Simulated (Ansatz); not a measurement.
Data:

Al2Te3:
```
CELL_PARAMETERS angstrom
      7.25088     0.00000     0.00000
      0.00000    13.05766     0.00000
     -0.04695     0.00000    14.77778
ATOMIC_POSITIONS crystal
  Al 0.58043 0.74902 0.30770
  Al 0.41957 0.25098 0.69230
  Al 0.41957 0.24902 0.19230
  Al 0.58043 0.75098 0.80770
  Al 0.07012 0.90680 0.31942
  Al 0.92988 0.09320 0.68058
  Al 0.92988 0.40680 0.18058
  Al 0.07012 0.59320 0.81942
  Al 0.07892 0.59064 0.30332
  Al 0.92108 0.40936 0.69668
  Al 0.92108 0.09064 0.19668
  Al 0.07892 0.90936 0.80332
  Al 0.43052 0.93155 0.18562
  Al 0.56948 0.06845 0.81438
  Al 0.56948 0.43155 0.31438
  Al 0.43052 0.56845 0.68562
  Te 0.91075 0.74284 0.39063
  Te 0.08925 0.25716 0.60937
  Te 0.08925 0.24284 0.10937
  Te 0.91075 0.75716 0.89063
  Te 0.57921 0.76232 0.13537
  Te 0.42079 0.23768 0.86463
  Te 0.42079 0.26232 0.36463
  Te 0.57921 0.73768 0.63537
  Te 0.07599 0.91748 0.13849
  Te 0.92401 0.08252 0.86151
  Te 0.92401 0.41748 0.36151
  Te 0.07599 0.58252 0.63849
  Te 0.08058 0.57583 0.13090
  Te 0.91942 0.42417 0.86910
  Te 0.91942 0.07583 0.36910
  Te 0.08058 0.92417 0.63090
  Te 0.40799 0.59359 0.38830
  Te 0.59201 0.40641 0.61170
  Te 0.59201 0.09359 0.11170
  Te 0.40799 0.90641 0.88830
  Te 0.42469 0.92159 0.36660
  Te 0.57531 0.07841 0.63340
  Te 0.57531 0.42159 0.13340
  Te 0.42469 0.57841 0.86660
```

This is the r²SCAN-relaxed structure. x, y and z are the axes in which the lattice vectors are written.

All from the program Ansatz at the r²SCAN level (PAW), unless another level is named. Estimate the band gap.

2.21 eV (indirect).

What about the formation energy from the elements (no fitted shifts)?

-0.56 eV/atom.

What about the smallest direct gap on the standard path?

2.34 eV.

Next, the conduction-band minimum?

off the standard path, at k = (-0.500, 0.458, 0.115) in fractions of the reciprocal vectors.

And the valence-band maximum?

at Γ.

Space group P2_1/c. The workflow started from a Materials Project entry (that database holds measured and hypothetical structures alike); the Crystallography Open Database copy checked does not list it. Its standing as an ambient phase is unchecked. The cell was relaxed with r²SCAN under the symmetry of its start; its stability against distortions is not shown here. A crystal of weakly bound layers computed without a dispersion correction: the cell and the soft elastic constants depend strongly on that. The references are the lowest solids computed at this level, not always the standard phases. Spin–orbit coupling is left out wherever it is not named.

Potentials: the later of the program's two PAW sets.
